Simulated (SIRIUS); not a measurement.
Band structure of Ag (P6_3/mmc, 4 atoms in the cell; from Materials Project mp-8566).

```yaml
crystal:
  lattice:
    - [2.91113, 0.00000, 0.00000]
    - [-1.45556, 2.52111, 0.00000]
    - [0.00000, 0.00000, 9.46371]
  atoms:
    - { symbol: Ag, position: [0.00000, 0.00000, 0.00000] }
    - { symbol: Ag, position: [0.00000, 0.00000, 0.50000] }
    - { symbol: Ag, position: [0.33333, 0.66667, 0.25000] }
    - { symbol: Ag, position: [0.66667, 0.33333, 0.75000] }
```

Method: PBEsol, PseudoDojo 0.4 standard norm-conserving PBEsol (tails mended) pseudopotentials (plane waves; SIRIUS).

Settings: parameters.ngridk = 8 8 2; parameters.xc_functionals = [XC_GGA_X_PBE_SOL, XC_GGA_C_PBE_SOL]; parameters.gk_cutoff = 9.055 1/bohr; parameters.pw_cutoff = 18.111 1/bohr; parameters.smearing = fermi_dirac; parameters.smearing_width = 0.00367493 Ha; potentials = PseudoDojo 0.4 standard norm-conserving PBEsol (tails mended) pseudopotentials; parameters.electronic_structure_method = pseudopotential; parameters.num_bands = 46; parameters.num_mag_dims = 0; parameters.num_dft_iter = 100; parameters.energy_tol = 1e-07 Ha; parameters.density_tol = 1e-06; mixer.type = broyden2.

The structure comes from a collection of computed structures, made at another level of theory; the collection holds predicted forms beside known ones. No clean gap shows at this smearing width and mesh (spacing up to 0.33 Å⁻¹); the mesh is coarse for partly filled bands, so the values carry mesh errors.

Points are given in units of this cell's reciprocal vectors. Levels in eV from the Fermi level, bands 36 to 43:
```json
[
 {"point": "Γ (0 0 0)", "36": "-3.19", "37": "-3.19", "38": "-2.80", "39": "-2.80", "40": "-0.25", "41": "3.68", "42": "11.20", "43": "11.23"},
 {"point": "M (0.5 0 0)", "36": "-2.59", "37": "-0.09", "38": "0.83", "39": "1.10", "40": "1.63", "41": "4.32", "42": "4.40", "43": "7.44"},
 {"point": "K (0.333 0.333 0)", "36": "-2.85", "37": "3.16", "38": "3.18", "39": "3.18", "40": "4.12", "41": "4.79", "42": "4.79", "43": "5.73"},
 {"point": "A (0 0 0.5)", "36": "-2.96", "37": "-2.96", "38": "-2.96", "39": "-2.31", "40": "-2.31", "41": "6.56", "42": "6.56", "43": "15.50"},
 {"point": "L (0.5 0 0.5)", "36": "-2.63", "37": "0.34", "38": "0.34", "39": "1.48", "40": "1.48", "41": "4.77", "42": "4.77", "43": "6.42"},
 {"point": "H (0.333 0.333 0.5)", "36": "-2.80", "37": "3.49", "38": "3.49", "39": "3.54", "40": "3.54", "41": "3.88", "42": "3.88", "43": "6.96"}
]
```

4 bands cross the Fermi level along this path, so the cell has no gap at this level.

The Fermi level comes from the SCF mesh, which can miss band crossings, so its place against them is uncertain.

“Tails mended”: in these copies of the files the far tail of each local potential was reset to the Coulomb form.
